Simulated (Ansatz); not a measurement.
Values for one crystal, relaxed and computed with plane-wave PAW LDA (Ansatz code); other levels are named.

```yaml
volume_per_atom: 13.23 Å³
band_gap: 1.05 eV (indirect)
Elastic constants (relaxed ions, GPa): C11 = 348, C12 = 61.3, C13 = 28.6, C33 = 394, C44 = 112
smallest_direct_gap_on_the_standard_path: 2.31 eV
debye_temperature_from_the_elastic_constants: 696 K
conduction_band_minimum: at M (3 equivalent valleys)
Pressure derivative B′: 4.1
```

**Question.** Which compound is it?
(A) BAs, wurtzite
(B) BN, P6_3/mmc (B on 2d, N on 2c)
(C) BP, P6_3/mmc (B on 2c, P on 2d)
(D) BP, Pnma (B on 4c, P on 4c)

**Answer.** A, BAs, wurtzite

Space group P6_3mc (wurtzite). The workflow started from a Materials Project entry (that database holds measured and hypothetical structures alike); the Crystallography Open Database copy checked does not list it. It is not the phase usual at ambient conditions (space group No. 216). The cell was relaxed with LDA under the symmetry of its start; whether a distortion lowers the energy is not shown. Spin–orbit coupling is left out wherever it is not named.

Potentials: the earlier of the program's two PAW sets. The files were generated under PBE; for other functionals the program regenerates the frozen cores, and for LDA and PBEsol the local potential too.
